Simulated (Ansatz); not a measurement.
ZnIn2S4:
```cif
data_In2S4Zn
_chemical_formula_sum 'S4 Zn1 In2'
_space_group_name_H-M_alt 'P 1'
_space_group_IT_number 1
_cell_length_a 12.17478
_cell_length_b 12.17478
_cell_length_c 12.17478
_cell_angle_alpha 18.099
_cell_angle_beta 18.099
_cell_angle_gamma 18.099
loop_
_space_group_symop_operation_xyz
  'x, y, z'
loop_
_atom_site_label
_atom_site_type_symbol
_atom_site_fract_x
_atom_site_fract_y
_atom_site_fract_z
_atom_site_occupancy
S1 S 0.54001 0.54001 0.54001 1
S2 S 0.69921 0.69921 0.69921 1
S3 S 0.13005 0.13005 0.13005 1
S4 S 0.95733 0.95733 0.95733 1
Zn1 Zn 0.60877 0.60877 0.60877 1
In1 In 0.83830 0.83830 0.83830 1
In2 In 0.06233 0.06233 0.06233 1
```

Relaxed with LDA.

### Question
Which orbitals make up the states near the band edges in plane-wave PAW LDA (Ansatz code)?

### Answer
Top 1 eV of the valence band: S 3p 87 %. Bottom 1 eV of the conduction band: S 3p 38 %, In 5s 36 %, In 5p 13 %, S 3s 6 %, outside the projected shells 7 %. Projections are on Löwdin-orthogonalised atomic valence shells; empty p or d shells of many metals are not among them.

### Question
Tabulate the density of states.

### Answer
States/eV per cell of 7 atoms, in 0.25 eV bins, energy from the valence-band maximum.

```tsv
E (eV)	total	S 3p	Zn 3d	In 5p
-7.85	0.00	0.00	0.00	0.00
-7.60	0.00	0.00	0.00	0.00
-7.35	0.54	0.28	0.00	0.04
-7.10	3.00	1.52	0.04	0.14
-6.85	3.18	1.50	0.29	0.15
-6.60	3.99	1.89	0.42	0.11
-6.35	7.18	1.22	5.36	0.03
-6.10	15.92	1.87	13.20	0.13
-5.85	16.03	0.88	14.48	0.09
-5.60	3.51	0.52	2.48	0.05
-5.35	0.89	0.41	0.17	0.06
-5.10	3.51	1.95	0.43	0.62
-4.85	4.35	2.70	0.26	0.71
-4.60	3.69	2.31	0.24	0.56
-4.35	2.59	1.65	0.17	0.40
-4.10	4.35	3.05	0.17	0.75
-3.85	4.78	3.39	0.15	0.82
-3.60	4.08	3.02	0.10	0.64
-3.35	5.47	4.30	0.08	0.71
-3.10	5.81	4.64	0.09	0.65
-2.85	4.89	3.99	0.08	0.45
-2.60	4.01	3.39	0.07	0.30
-2.35	3.79	3.23	0.08	0.24
-2.10	3.84	3.30	0.10	0.21
-1.85	4.64	4.08	0.14	0.16
-1.60	6.43	5.79	0.18	0.13
-1.35	2.77	2.46	0.11	0.04
-1.10	1.89	1.62	0.11	0.02
-0.85	1.60	1.34	0.09	0.03
-0.60	6.89	6.08	0.23	0.18
-0.35	1.93	1.68	0.10	0.04
-0.10	0.45	0.39	0.04	0.00
0.15	0.00	0.00	0.00	0.00
0.40	0.01	0.00	0.00	0.00
0.65	0.05	0.02	0.00	0.00
0.90	0.39	0.14	0.00	0.05
1.15	1.31	0.49	0.00	0.17
1.40	2.30	0.90	0.00	0.23
1.65	4.25	1.71	0.01	0.36
1.90	3.82	1.48	0.00	0.49
2.15	3.80	1.44	0.00	0.54
2.40	0.07	0.03	0.00	0.01
2.65	0.91	0.17	0.00	0.41
2.90	2.63	0.63	0.00	1.19
3.15	3.53	0.86	0.00	1.64
3.40	1.23	0.22	0.00	0.55
3.65	1.18	0.17	0.00	0.49
3.90	2.28	0.33	0.00	0.91
4.15	3.04	0.43	0.00	1.20
4.40	5.06	0.70	0.01	1.90
4.65	5.32	0.79	0.00	2.17
4.90	4.69	0.71	0.00	2.08
5.15	5.78	0.89	0.00	2.46
```

Space group R3m. The workflow started from an entry of the Crystallography Open Database (COD), which files this formula under 3 space groups. Whether it is the stable phase at ambient conditions was not checked. The LDA relaxation kept the symmetry of its start; whether a distortion lowers the energy is not shown. A crystal of weakly bound layers computed without a dispersion correction: the cell and the soft elastic constants depend strongly on that. Spin–orbit coupling is left out wherever it is not named.

Potentials: the later of the program's two PAW sets.
